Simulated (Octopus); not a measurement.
# WSi$_{2}$ (I4/mmm, No. 139): Octopus summary

WSi2 (I4/mmm, No. 139):
```
CELL_PARAMETERS angstrom
     -1.60736     1.60736     3.90103
      1.60736    -1.60736     3.90103
      1.60736     1.60736    -3.90103
ATOMIC_POSITIONS crystal
  Si 0.33499 0.33499 0.00000
  Si 0.66501 0.66501 0.00000
  W  0.00000 0.00000 0.00000
```
The cell is a database entry, not relaxed again.

Method: LDA in Octopus 16.4; grid spacing about 0.17 Å, Γ-centred 12×12×12 k-mesh, Fermi-Dirac smearing of 0.1 eV, no spin polarisation; PseudoDojo 0.4 LDA potentials. Spin-orbit coupling is left out.

Question: What band gap does LDA give on the standard high-symmetry path?

Answer: none: the highest band that would be full and the next one overlap by 1.3 eV.
